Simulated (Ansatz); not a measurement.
# FeO under compression and expansion

```cif
data_structure
_symmetry_space_group_name_H-M 'P 1'
_symmetry_Int_Tables_number 1
_cell_length_a 3.0482
_cell_length_b 3.0482
_cell_length_c 3.0482
_cell_angle_alpha 60.000
_cell_angle_beta 60.000
_cell_angle_gamma 60.000
_cell_volume 20.03
loop_
_atom_site_label
_atom_site_type_symbol
_atom_site_fract_x
_atom_site_fract_y
_atom_site_fract_z
_atom_site_occupancy
Fe1 Fe 0.00000 0.00000 0.00000 1
O1 O 0.50000 0.50000 0.50000 1
```

The runs use the primitive cell with vectors (0.000, 2.155, 2.155), (2.155, 0.000, 2.155), (2.155, 2.155, 0.000) Å, to which the k mesh refers.

Conventional cell: a = 4.311 Å, b = 4.311 Å, c = 4.311 Å, α = 90.00°, β = 90.00°, γ = 90.00°. Fe (atom 1) has 6 O at 2.16 Å as nearest neighbours. O (atom 2) is surrounded by 6 Fe at 2.16 Å.

The cell is COD entry 9008636, as deposited and not checked against the literature; nothing was relaxed. It differs from other determinations.

Semilocal functionals without U often leave such compounds metallic or with too small a gap, and the real magnetic order may differ.

Other magnetic orders may lie lower; this is the state that the run reached.

Methods: DFT, PBE, all-electron LAPW, scalar-relativistic (Ansatz 0.2.0); DFT, PBE, PAW with Ansatz's default frozen-core files, scalar-relativistic (Ansatz 0.2.0).

For LAPW: a Γ-centred 15×15×15 k mesh, Fermi–Dirac smearing of 0.03 eV, basis error target 1 meV/atom, spin-polarised from start moments Fe1 3 μB. PAW takes a cutoff of 420 eV at this cell. The Ansatz runs share mesh, smearing and spin set-up. Plane-wave (PAW) pressures include the program's estimate of the Pulay term.

The cell above is scaled evenly, with fractional coordinates and shape held.

```json
{"V/V(cell)": "0.9500", "V (Å³/atom)": "9.513", "P, LAPW (GPa)": "10.23", "P, PAW (GPa)": "10.31", "moment, LAPW (μB)": "4.00"}
{"V/V(cell)": "0.9750", "V (Å³/atom)": "9.763", "P, LAPW (GPa)": "?", "P, PAW (GPa)": "?", "moment, LAPW (μB)": "?"}
{"V/V(cell)": "1.0000", "V (Å³/atom)": "10.013", "P, LAPW (GPa)": "-0.37", "P, PAW (GPa)": "-0.30", "moment, LAPW (μB)": "4.00"}
{"V/V(cell)": "1.0250", "V (Å³/atom)": "10.264", "P, LAPW (GPa)": "-4.67", "P, PAW (GPa)": "-4.59", "moment, LAPW (μB)": "4.00"}
{"V/V(cell)": "1.0500", "V (Å³/atom)": "10.514", "P, LAPW (GPa)": "-8.41", "P, PAW (GPa)": "-8.34", "moment, LAPW (μB)": "4.00"}
```

(1) Fill in the row V/V(cell) = 0.9750.

(2) What do Birch–Murnaghan fits to the pressures give?

## Answers

(1) P, LAPW (GPa) = 4.56, P, PAW (GPa) = 4.64, moment, LAPW (μB) = 4.00.

(2) LAPW: V0 = 9.99 Å³/atom, B0 = 186 GPa, B0′ = 4.5; PAW: V0 = 10.00 Å³/atom, B0 = 185 GPa, B0′ = 4.5.
